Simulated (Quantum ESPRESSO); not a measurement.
Ti4Re2HfZr, one run as intended and one with a planted mistake

A calculation, not a measurement. The program is pw.x of Quantum ESPRESSO 7.5 (plane-wave density functional theory). The cell is made up: eight metal atoms on a hexagonal close-packed lattice, with elements, volume, strain and displacements drawn at random and not relaxed, so it may be unstable or far from any real phase. PseudoDojo standard norm-conserving files set the functional (PBE unless stated); there is no spin polarisation or spin-orbit coupling, the Fermi-Dirac width of 0.25 eV means electrons at about 2900 K, and the masses in the input are unused placeholders. Heavy elements are run without spin-orbit coupling, which real alloys of them have. A spin test at this wide smearing found no moment, but such smearing suppresses magnetism that the real alloy may have.

Intended input:

```
&control calculation='scf', pseudo_dir='./dojo.nc.sr.pbe.v0_5.standard.upf', outdir='./o', disk_io='minimal', tprnfor=.true., tstress=.true. /
&system ibrav=0, nat=8, ntyp=4, nbnd=69, ecutwfc=84.00895049, nosym=.true., tot_charge=0,
 occupations='smearing', smearing='fd', degauss=0.0183746611
/
&electrons conv_thr=1.470e-08, electron_maxstep=70, mixing_beta=0.5 /
ATOMIC_SPECIES
Hf 1.0 Hf.upf
Re 1.0 Re.upf
Ti 1.0 Ti.upf
Zr 1.0 Zr.upf
CELL_PARAMETERS angstrom
2.8969 -0.0528 4.4879
2.8634 0.0248 -4.4666
-2.9044 5.0127 -0.0535
ATOMIC_POSITIONS angstrom
Ti 0.0657 0.0369 -0.031
Re -1.4793 2.4511 -0.2017
Hf 2.8004 1.848 -2.2439
Ti 1.3955 4.1468 -2.2889
Ti 2.7704 0.0224 -0.0492
Zr 1.2784 2.3736 0.0171
Ti 2.8762 1.6486 2.285
Re 1.3743 4.1132 2.2658
K_POINTS automatic
5 5 5 1 1 1
```

The log is shortened where brackets say so; the opening notice, blank lines, dates and the lines on written files are dropped, and the path of the files is cut. It prints rydbergs, bohrs and kilobars, and counts compression as positive stress. Its total energy is the free energy E - TS of the whole cell.

Log of the intended run:

```
     Program PWSCF v.7.5
     Parallel version (MPI & OpenMP), running on       4 processor cores
     Number of MPI processes:                 4
     Threads/MPI process:                     1
     [start-up lines left out]
     bravais-lattice index     =            0
     lattice parameter (alat)  =      10.0948  a.u.
     unit-cell volume          =     869.8848 (a.u.)^3
     number of atoms/cell      =            8
     number of atomic types    =            4
     number of electrons       =       102.00
     number of Kohn-Sham states=           69
     kinetic-energy cutoff     =      84.0090  Ry
     charge density cutoff     =     336.0358  Ry
     scf convergence threshold =      1.5E-08
     mixing beta               =       0.5000
     number of iterations used =            8  plain     mixing
     Exchange-correlation= PBE
                           (   1   4   3   4   0   0   0)
     [axes and pseudopotential details left out]
   Cartesian axes
     site n.     atom                  positions (alat units)
         1        Ti     tau(   1) = (   0.0122990   0.0069076  -0.0058032  )
         2        Re     tau(   2) = (  -0.2769231   0.4588429  -0.0377580  )
         3        Hf     tau(   3) = (   0.5242314   0.3459433  -0.4200553  )
         4        Ti     tau(   4) = (   0.2612359   0.7762758  -0.4284792  )
         5        Ti     tau(   5) = (   0.5186154   0.0041933  -0.0092102  )
         6        Zr     tau(   6) = (   0.2393149   0.4443350   0.0032011  )
         7        Ti     tau(   7) = (   0.5384211   0.3086159   0.4277492  )
         8        Re     tau(   8) = (   0.2572673   0.7699859   0.4241549  )
     number of k points=    63  Fermi-Dirac smearing, width (Ry)=  0.0184
                       cart. coord. in units 2pi/alat
        k(    1) = (   0.1865126   0.2146470   0.0011624), wk =   0.0320000
        k(    2) = (   0.1875448   0.4284000   0.0030109), wk =   0.0320000
     [further k points left out]
     Dense  grid:    90507 G-vectors     FFT dimensions: (  60,  60,  64)
     Estimated max dynamical RAM per process >     359.12 MB
     Estimated total dynamical RAM >       1.34 GB
     Initial potential from superposition of free atoms
     starting charge     101.9888, renormalised to     102.0000
     Starting wfcs are   80 randomized atomic wfcs
     total cpu time spent up to now is        6.1 secs
     per-process dynamical memory:   284.1 Mb
     Self-consistent Calculation
     iteration #  1     ecut=    84.01 Ry     beta= 0.50
     Davidson diagonalization with overlap
     ethr =  1.00E-02,  avg # of iterations =  2.6
     Threshold (ethr) on eigenvalues was too large:
     Diagonalizing with lowered threshold
     Davidson diagonalization with overlap
     ethr =  4.18E-04,  avg # of iterations =  3.9
     total cpu time spent up to now is       33.7 secs
     total energy              =   -1035.78290564 Ry
     estimated scf accuracy    <       0.48732724 Ry
     iteration #  2     ecut=    84.01 Ry     beta= 0.50
     Davidson diagonalization with overlap
     ethr =  4.78E-04,  avg # of iterations =  5.3
     total cpu time spent up to now is       50.6 secs
     total energy              =   -1035.51283385 Ry
     estimated scf accuracy    <       4.32842550 Ry
     [iterations 3 to 17 left out]
     iteration # 18     ecut=    84.01 Ry     beta= 0.50
     Davidson diagonalization with overlap
     ethr =  2.06E-10,  avg # of iterations =  4.7
     total cpu time spent up to now is      254.8 secs
     total energy              =   -1035.97889693 Ry
     estimated scf accuracy    <       0.00000006 Ry
     iteration # 19     ecut=    84.01 Ry     beta= 0.50
     Davidson diagonalization with overlap
     ethr =  6.35E-11,  avg # of iterations =  3.5
     total cpu time spent up to now is      266.9 secs
     End of self-consistent calculation
     [lines on levels left out]
!    total energy              =   -1035.97889693 Ry
     estimated scf accuracy    <          7.0E-09 Ry
     smearing contrib. (-TS)   =      -0.15850979 Ry
     internal energy E=F+TS    =   -1035.82038714 Ry
     The total energy is F=E-TS. E is the sum of the following terms:
     one-electron contribution =    -223.90534272 Ry
     hartree contribution      =     162.71205482 Ry
     xc contribution           =    -188.54262856 Ry
     ewald contribution        =    -786.08447067 Ry
     convergence has been achieved in  19 iterations
     Forces acting on atoms (cartesian axes, Ry/au):
     atom    1 type  3   force =    -0.06131108   -0.07601963    0.01137627
     atom    2 type  2   force =    -0.00726549    0.00570510    0.05279126
     atom    3 type  1   force =    -0.02814949   -0.06860581   -0.02324448
     atom    4 type  3   force =    -0.02190522    0.02965482   -0.03310194
     atom    5 type  3   force =     0.05381101   -0.04096667    0.02899327
     atom    6 type  4   force =     0.04428016    0.10894238    0.01976401
     atom    7 type  3   force =    -0.00381187   -0.01150598   -0.05755619
     atom    8 type  2   force =     0.02435198    0.05279580    0.00097780
     Total force =     0.217967     Total SCF correction =     0.000148
     Computing stress (Cartesian axis) and pressure
          total   stress  (Ry/bohr**3)                   (kbar)     P=      210.64
   0.00137078  -0.00000216  -0.00005827          201.65       -0.32       -8.57
  -0.00000216   0.00115132  -0.00010811           -0.32      169.37      -15.90
  -0.00005827  -0.00010811   0.00177364           -8.57      -15.90      260.91
     init_run     :      5.84s CPU      6.07s WALL (       1 calls)
     electrons    :    259.45s CPU    260.78s WALL (       1 calls)
     forces       :      2.21s CPU      2.23s WALL (       1 calls)
     stress       :      7.72s CPU      7.89s WALL (       1 calls)
     [timing details left out]
     PWSCF        :   4m35.30s CPU   4m37.06s WALL
     JOB DONE.
```

A second run has one planted mistake: one coordinate of one atom is wrong. The input lines that differ:

```
- Ti 2.8762 1.6486 2.285
+ Ti 2.8762 1.5286 2.285
```

Its log:

```
     Program PWSCF v.7.5
     Parallel version (MPI & OpenMP), running on       4 processor cores
     Number of MPI processes:                 4
     Threads/MPI process:                     1
     [start-up lines left out]
     bravais-lattice index     =            0
     lattice parameter (alat)  =      10.0948  a.u.
     unit-cell volume          =     869.8848 (a.u.)^3
     number of atoms/cell      =            8
     number of atomic types    =            4
     number of electrons       =       102.00
     number of Kohn-Sham states=           69
     kinetic-energy cutoff     =      84.0090  Ry
     charge density cutoff     =     336.0358  Ry
     scf convergence threshold =      1.5E-08
     mixing beta               =       0.5000
     number of iterations used =            8  plain     mixing
     Exchange-correlation= PBE
                           (   1   4   3   4   0   0   0)
     [axes and pseudopotential details left out]
   Cartesian axes
     site n.     atom                  positions (alat units)
         1        Ti     tau(   1) = (   0.0122990   0.0069076  -0.0058032  )
         2        Re     tau(   2) = (  -0.2769231   0.4588429  -0.0377580  )
         3        Hf     tau(   3) = (   0.5242314   0.3459433  -0.4200553  )
         4        Ti     tau(   4) = (   0.2612359   0.7762758  -0.4284792  )
         5        Ti     tau(   5) = (   0.5186154   0.0041933  -0.0092102  )
         6        Zr     tau(   6) = (   0.2393149   0.4443350   0.0032011  )
         7        Ti     tau(   7) = (   0.5384211   0.2861520   0.4277492  )
         8        Re     tau(   8) = (   0.2572673   0.7699859   0.4241549  )
     number of k points=    63  Fermi-Dirac smearing, width (Ry)=  0.0184
                       cart. coord. in units 2pi/alat
        k(    1) = (   0.1865126   0.2146470   0.0011624), wk =   0.0320000
        k(    2) = (   0.1875448   0.4284000   0.0030109), wk =   0.0320000
     [further k points left out]
     Dense  grid:    90507 G-vectors     FFT dimensions: (  60,  60,  64)
     Estimated max dynamical RAM per process >     359.12 MB
     Estimated total dynamical RAM >       1.34 GB
     Initial potential from superposition of free atoms
     starting charge     101.9888, renormalised to     102.0000
     Starting wfcs are   80 randomized atomic wfcs
     total cpu time spent up to now is        6.1 secs
     per-process dynamical memory:   284.1 Mb
     Self-consistent Calculation
     iteration #  1     ecut=    84.01 Ry     beta= 0.50
     Davidson diagonalization with overlap
     ethr =  1.00E-02,  avg # of iterations =  2.6
     Threshold (ethr) on eigenvalues was too large:
     Diagonalizing with lowered threshold
     Davidson diagonalization with overlap
     ethr =  3.79E-04,  avg # of iterations =  4.1
     total cpu time spent up to now is       32.7 secs
     total energy              =   -1035.80716055 Ry
     estimated scf accuracy    <       0.45037951 Ry
     iteration #  2     ecut=    84.01 Ry     beta= 0.50
     Davidson diagonalization with overlap
     ethr =  4.42E-04,  avg # of iterations =  5.1
     total cpu time spent up to now is       49.0 secs
     total energy              =   -1035.55869544 Ry
     estimated scf accuracy    <       3.76834578 Ry
     [iterations 3 to 17 left out]
     iteration # 18     ecut=    84.01 Ry     beta= 0.50
     Davidson diagonalization with overlap
     ethr =  2.16E-11,  avg # of iterations =  6.7
     total cpu time spent up to now is      250.8 secs
     total energy              =   -1035.97950729 Ry
     estimated scf accuracy    <       0.00000007 Ry
     iteration # 19     ecut=    84.01 Ry     beta= 0.50
     Davidson diagonalization with overlap
     ethr =  2.16E-11,  avg # of iterations =  2.9
     total cpu time spent up to now is      263.0 secs
     End of self-consistent calculation
     [lines on levels left out]
!    total energy              =   -1035.97950728 Ry
     estimated scf accuracy    <       0.00000001 Ry
     smearing contrib. (-TS)   =      -0.15854752 Ry
     internal energy E=F+TS    =   -1035.82095976 Ry
     The total energy is F=E-TS. E is the sum of the following terms:
     one-electron contribution =    -223.65225825 Ry
     hartree contribution      =     162.58379326 Ry
     xc contribution           =    -188.53744532 Ry
     ewald contribution        =    -786.21504945 Ry
     convergence has been achieved in  19 iterations
     Forces acting on atoms (cartesian axes, Ry/au):
     atom    1 type  3   force =    -0.06132897   -0.07892625    0.02076832
     atom    2 type  2   force =    -0.00526510    0.00994124    0.04886976
     atom    3 type  1   force =    -0.02792084   -0.06416966   -0.02296118
     atom    4 type  3   force =    -0.03047568    0.01448855   -0.03297776
     atom    5 type  3   force =     0.05450800   -0.04183020    0.02467490
     atom    6 type  4   force =     0.04233165    0.11221880    0.01613503
     atom    7 type  3   force =    -0.00122512    0.00639736   -0.05473042
     atom    8 type  2   force =     0.02937606    0.04188017    0.00022135
     Total force =     0.214982     Total SCF correction =     0.000249
     Computing stress (Cartesian axis) and pressure
          total   stress  (Ry/bohr**3)                   (kbar)     P=      208.87
   0.00129978  -0.00000419  -0.00007272          191.20       -0.62      -10.70
  -0.00000419   0.00118614  -0.00010396           -0.62      174.49      -15.29
  -0.00007272  -0.00010396   0.00177366          -10.70      -15.29      260.91
     init_run     :      5.79s CPU      6.06s WALL (       1 calls)
     electrons    :    255.48s CPU    256.92s WALL (       1 calls)
     forces       :      2.16s CPU      2.19s WALL (       1 calls)
     stress       :      7.32s CPU      7.51s WALL (       1 calls)
     [timing details left out]
     PWSCF        :   4m30.88s CPU   4m32.81s WALL
     JOB DONE.
```

|  | intended run | run with the mistake |
| --- | --- | --- |
| free energy (eV) | -14095.211 | -14095.219 |
| entropy term -TS, part of it (eV) | -2.157 | -2.157 |
| pressure (GPa) | 21.06 | 20.89 |
| size of the largest force component (eV/Å) | 2.801 | 2.885 |
| largest change of a force component (eV/Å) |  | 0.460 |
| iterations | 19 | 19 |

For scale, a rerun of the intended cell at a higher cutoff and on a denser mesh moved values by no more than 0.004 eV in energy, 0.03 GPa in stress and 0.005 eV/Å in force, and a second program with other atomic files agreed on that cell to 2 % rms in force and 0.5 GPa in pressure.